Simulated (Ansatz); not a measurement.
YCu:
Space group Pm-3m (No. 221); a = b = c = 3.381 Å, α = β = γ = 90.00°

| atom | site | symmetry | x | y | z |
|---|---|---|---|---|---|
| Y | 1a | m-3m | 0.0000 | 0.0000 | 0.0000 |
| Cu | 1b | m-3m | 0.5000 | 0.5000 | 0.5000 |

Relaxed with LDA.

Q: Which orbitals make up the states near the Fermi level in the program Ansatz at the LDA level (PAW)?

A: Within 0.5 eV of the Fermi level: Y 4d 72 %, Cu 3d 9 %, Y 5s 6 %, outside the projected shells 10 %. Projections are on Löwdin-orthogonalised atomic valence shells; empty p or d shells of many metals are not among them.

Q: Tabulate the density of states.

A: States/eV per cell of 2 atoms, in 0.25 eV bins, energy from the Fermi level.

| E (eV) | total | Cu 3d | Y 4d | Y 5s |
|---|---|---|---|---|
| -6.85 | 0.00 | 0.00 | 0.00 | 0.00 |
| -6.60 | 0.05 | 0.00 | 0.00 | 0.03 |
| -6.35 | 0.11 | 0.00 | 0.00 | 0.06 |
| -6.10 | 0.15 | 0.00 | 0.00 | 0.07 |
| -5.85 | 0.18 | 0.00 | 0.00 | 0.09 |
| -5.60 | 0.22 | 0.00 | 0.01 | 0.11 |
| -5.35 | 0.27 | 0.00 | 0.01 | 0.12 |
| -5.10 | 0.32 | 0.01 | 0.02 | 0.14 |
| -4.85 | 0.39 | 0.02 | 0.04 | 0.15 |
| -4.60 | 0.51 | 0.05 | 0.07 | 0.17 |
| -4.35 | 1.44 | 0.41 | 0.42 | 0.19 |
| -4.10 | 1.83 | 0.64 | 0.53 | 0.15 |
| -3.85 | 2.62 | 1.59 | 0.55 | 0.09 |
| -3.60 | 7.53 | 6.45 | 0.78 | 0.17 |
| -3.35 | 12.63 | 11.71 | 0.71 | 0.07 |
| -3.10 | 12.79 | 12.16 | 0.34 | 0.06 |
| -2.85 | 3.14 | 2.67 | 0.19 | 0.11 |
| -2.60 | 1.27 | 0.71 | 0.23 | 0.10 |
| -2.35 | 2.11 | 1.13 | 0.53 | 0.05 |
| -2.10 | 0.61 | 0.25 | 0.22 | 0.02 |
| -1.85 | 0.29 | 0.07 | 0.11 | 0.04 |
| -1.60 | 0.47 | 0.07 | 0.25 | 0.07 |
| -1.35 | 0.70 | 0.09 | 0.42 | 0.11 |
| -1.10 | 1.06 | 0.11 | 0.66 | 0.16 |
| -0.85 | 1.32 | 0.13 | 0.83 | 0.20 |
| -0.60 | 1.57 | 0.16 | 0.97 | 0.25 |
| -0.35 | 1.44 | 0.15 | 0.90 | 0.20 |
| -0.10 | 1.12 | 0.10 | 0.75 | 0.09 |
| 0.15 | 1.10 | 0.09 | 0.77 | 0.05 |
| 0.40 | 2.64 | 0.22 | 2.16 | 0.02 |
| 0.65 | 3.05 | 0.18 | 2.40 | 0.00 |
| 0.90 | 1.02 | 0.03 | 0.69 | 0.00 |
| 1.15 | 0.24 | 0.01 | 0.18 | 0.00 |
| 1.40 | 1.09 | 0.04 | 0.87 | 0.02 |
| 1.65 | 2.35 | 0.07 | 1.94 | 0.09 |
| 1.90 | 1.66 | 0.04 | 1.41 | 0.10 |
| 2.15 | 1.29 | 0.03 | 1.07 | 0.09 |
| 2.40 | 1.68 | 0.04 | 1.33 | 0.13 |
| 2.65 | 1.79 | 0.04 | 1.38 | 0.15 |
| 2.90 | 1.64 | 0.04 | 1.22 | 0.14 |
| 3.15 | 1.43 | 0.04 | 0.98 | 0.13 |
| 3.40 | 1.51 | 0.05 | 1.07 | 0.15 |
| 3.65 | 1.71 | 0.06 | 1.34 | 0.11 |
| 3.90 | 2.57 | 0.09 | 2.00 | 0.10 |
| 4.15 | 1.61 | 0.04 | 1.18 | 0.06 |
| 4.40 | 1.35 | 0.03 | 0.96 | 0.04 |
| 4.65 | 1.07 | 0.02 | 0.81 | 0.03 |

The first step of the workflow began from a Materials Project structure, measured or hypothetical; the Crystallography Open Database copy checked does not list it. Whether it is the stable phase at ambient conditions was not checked. Symmetry was held in the LDA relaxation; its stability against distortions is not shown here. No spin polarisation was allowed. Spin–orbit coupling is left out wherever it is not named.

Potentials: the later of the program's two PAW sets.
